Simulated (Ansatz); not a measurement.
TlBr:
```
CELL_PARAMETERS angstrom
      3.97975     0.00000     0.00000
      0.00000     3.97975     0.00000
      0.00000     0.00000     3.97975
ATOMIC_POSITIONS crystal
  Tl 0.00000 0.00000 0.00000
  Br 0.50000 0.50000 0.50000
```

Relaxed with PBE+D3(BJ). Special points in fractions of this cell's reciprocal vectors: Γ (0.000, 0.000, 0.000); X (0.000, 0.500, 0.000); M (0.500, 0.500, 0.000); R (0.500, 0.500, 0.500).

**Question.** List the band energies nearest the valence-band maximum at these points for plane-wave PAW PBE+D3(BJ) (Ansatz code).

**Answer.** In eV from the valence-band maximum; about four levels below and three above (degenerate sets whole), none deeper than 8.9 eV; points with the same levels are listed once.

```csv
k,below,above
Γ,-4.65 -1.31 -1.31 -1.31,7.01 7.01 7.23 7.23 7.23
X,-5.54 -0.81 -0.81 0.00,1.85 5.76 5.76
M,-3.74 -2.94 -2.94 -0.73,4.87 4.87 7.39
R,-2.75 -1.93 -1.93 -1.93,2.14 2.14 2.14
```

Space group Pm-3m (CsCl type). The PBE+D3(BJ) relaxation kept the symmetry of its start; phonons on a q-mesh show no instability. Spin–orbit coupling is left out wherever it is not named.

Potentials: the later of the program's two PAW sets.
